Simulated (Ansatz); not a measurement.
Input and command of a calculation in Ansatz (plane waves; scalar-relativistic PAW potentials unless the input names others):

```yaml
crystal:
  lattice:
    - [5.5288824484, 0.0, 0.0]
    - [-2.7644412242, 4.7881526548, 0.0]
    - [0.0, 0.0, 4.5376092893]
  atoms:
    - { symbol: Te, position: [0.6666666667, 0.3333333333, 0.2828520708] }
    - { symbol: Te, position: [0.3333333333, 0.6666666667, 0.2828520708] }
    - { symbol: P, position: [0.7697094125, 0.0, 0.7836541749] }
    - { symbol: P, position: [0.2302905875, 0.2302905875, 0.7836541749] }
    - { symbol: P, position: [0.0, 0.7697094125, 0.7836541749] }
basis:
  ecutwfc: 420
kpoints:
  mp_gri: { grid: [12, 12, 8] }
hamiltonian:
  xc: pbe
scf:
  occupations: { method: gaussian, width: 0.1 }
  max_iter: 80
output:
  forces: true
  eigenvalues: true
  stress: true
```

```bash
ansatz run input.yaml --threads 1 --pin off --max-ram 2560MiB --backend cpu --events-out ev --progress --plain --runs-dir out
```

Question: What will the program do with this input?

Answer: The program refuses it, because of a misspelt key (the key kpoints.mp_grid typed as mp_gri). With the key spelt rightly it is accepted.

Abridged log:
```
Error: YAML parse error: error: line 15 column 3: unknown field `mp_gri`, expected one of mp_grid, list, band_path, initial_grid, further_shifts
  --> <input>:15:3
   |
13 |   ecutwfc: 420
14 | kpoints:
15 |   mp_gri: { grid: [12, 12, 8] }
   |   ^ unknown field `mp_gri`, expected one of mp_grid, list, band_path, initial_grid, further_shifts
16 | hamiltonian:
17 |   xc: pbe
   |
```